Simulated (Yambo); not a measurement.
A G0W0@PBEsol run in Yambo for BaO$_{2}$ (space group I4/mmm, No. 139) (4×4×4 Γ-centred k mesh, 94 bands and a 8 Ry block in the screening, 94 bands in G with the Bruneval-Gonze terminator, plasmon pole fitted at 27.2 eV) gives these matrix elements, in eV, at the band edges (Z → Z):

| state | E0 | <Vxc> | <Σx> | <Σc(E0)> | Z |
|---|---|---|---|---|---|
| valence edge | 0.000 | -19.944 | -25.650 | 4.457 | 0.785 |
| conduction edge | 2.070 | -9.224 | -4.589 | -3.832 | 0.858 |

Problem. Solve the linearised quasiparticle equation for both states, give the gap, and say how exchange and correlation each act on it.

Solution. E = E0 + Z(Σx + Σc − Vxc). Valence: 0.000 + 0.785 × (-25.650 + (4.457) − (-19.944)) = -0.98 eV. Conduction: 2.070 + 0.858 × (-4.589 + (-3.832) − (-9.224)) = 2.76 eV. The gap is 3.74 eV, against 2.07 eV in PBEsol. Replacing Vxc by bare exchange alone would open it by 10.34 eV; correlation takes back 8.29 eV of that, and Z scales what is left. Nearest settings tried, and what they do to the gap: 60 bands in W, 60 bands in G: +42 meV; 7 Ry block (113 vectors against 131): -38 meV. Not varied: mesh. So the settings aren't converged at that level. 

Geometry relaxed with PBEsol; primitive cell a = b = c = 4.301 Å, α = β = 128.00°, γ = 76.63°.
